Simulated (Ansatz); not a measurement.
Co$_{2}$Si (Co2Si type, space group Pnma)

```xyz
12
Lattice="4.8833 0.0000 0.0000 0.0000 3.7111 0.0000 0.0000 0.0000 7.0417" Properties=species:S:1:pos:R:3 pbc="T T T"
Co     2.6193     0.9278     5.5104
Co     0.1777     0.9278     5.0522
Co     2.2640     2.7833     1.5313
Co     4.7056     2.7833     1.9895
Co     0.8462     0.9278     0.4551
Co     3.2878     0.9278     3.0657
Co     4.0371     2.7833     6.5866
Co     1.5955     2.7833     3.9760
Si     3.4310     0.9278     0.7445
Si     0.9893     0.9278     2.7763
Si     1.4523     2.7833     6.2972
Si     3.8940     2.7833     4.2654
```

The slice is a (1 0 -1) plane (indices of the conventional cell) through the point (0.464, 0.750, 0.217) (fractional), spanned by u = [010] and v = [101] in vectors of this cell: u (3.71 Å) and v (8.57 Å, at 90° to u). It covers one period; positions are fractions (u, v).

Method: PBE (plane waves to 420 eV, PAW, scalar-relativistic; Ansatz, an electronic-structure program). k mesh 8×10×6. Near the nuclei the fields are pseudised (PAW); where an atom keeps semicore shells as valence, they peak there. Co2Si was relaxed with its symmetry unable to fall. Relaxed Co2Si ends ferromagnetic. Other magnetic orders were not checked, so this need not be the ground state.

Question: Predict the map of the electron localisation function (ELF) on the slice.

Answer: 
| v \ u | 0.00 | 0.11 | 0.22 | 0.33 | 0.44 | 0.56 | 0.67 | 0.78 | 0.89 |
|---|---|---|---|---|---|---|---|---|---|
| 0.90 | 0.22 | 0.17 | 0.29 | 0.26 | 0.17 | 0.17 | 0.26 | 0.29 | 0.17 |
| 0.75 | 0.42 | 0.59 | 0.58 | 0.21 | 0.22 | 0.22 | 0.21 | 0.58 | 0.59 |
| 0.60 | 0.40 | 0.39 | 0.28 | 0.15 | 0.23 | 0.23 | 0.15 | 0.28 | 0.39 |
| 0.45 | 0.47 | 0.61 | 0.55 | 0.23 | 0.23 | 0.23 | 0.23 | 0.55 | 0.61 |
| 0.30 | 0.41 | 0.59 | 0.58 | 0.22 | 0.21 | 0.21 | 0.22 | 0.58 | 0.59 |
| 0.15 | 0.20 | 0.23 | 0.20 | 0.18 | 0.40 | 0.40 | 0.18 | 0.20 | 0.23 |
| 0.00 | x | x | 0.20 | 0.26 | 0.33 | 0.33 | 0.25 | 0.19 | x |

Values: electron localisation function (ELF). Points within 0.5 Å of a nucleus are blanked (x), as the pseudised field means little there.
